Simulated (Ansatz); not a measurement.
Sn$_{2}$PbSe$_{3}$:
Space group P-3m1 (No. 164); a = b = 4.2056 Å, c = 10.2931 Å, α = β = 90.00°, γ = 120.00°

```csv
atom,site,symmetry,x,y,z
Sn,2d,3m.,0.6667,0.3333,0.3364
Pb,1a,-3m.,0.0000,0.0000,0.0000
Se,2d,3m.,0.3333,0.6667,0.1737
Se,1b,-3m.,0.0000,0.0000,0.5000
```

Relaxed at zero pressure with DFT-LDA in the program Ansatz with PAW potentials.

The volume is lowered by 9 % and shape and atoms relax at that volume. What pressure results, and how do the axes share the change?

6.8 GPa; a -3.1 %, b -3.1 %, c -3.0 %; the energy rises by 46 meV/atom.

Give the new structure.


Space group P-3m1 (No. 164); a = b = 4.0732 Å, c = 9.9856 Å, α = β = 90.00°, γ = 120.00°

| atom | site | symmetry | x | y | z |
|---|---|---|---|---|---|
| Sn | 2d | 3m. | 0.6667 | 0.3333 | 0.3368 |
| Pb | 1a | -3m. | 0.0000 | 0.0000 | 0.0000 |
| Se | 2d | 3m. | 0.3333 | 0.6667 | 0.1747 |
| Se | 1b | -3m. | 0.0000 | 0.0000 | 0.5000 |

The phase is kept; no other phase was compared at this pressure.

The workflow started from a Materials Project entry (that database holds measured and hypothetical structures alike); the Crystallography Open Database copy checked does not list it. With Sn and Pb taken as one species the cell has the higher symmetry Fm-3m, so it may be an ordered model of a mixed-site phase. Whether it is the stable phase at ambient conditions was not checked. The cell was relaxed with LDA under the symmetry of its start; of distortions, only those at the zone centre were tested. Scalar-relativistic: spin–orbit coupling is off unless named, which matters more the heavier the elements.

Potentials: the later of the program's two PAW sets.
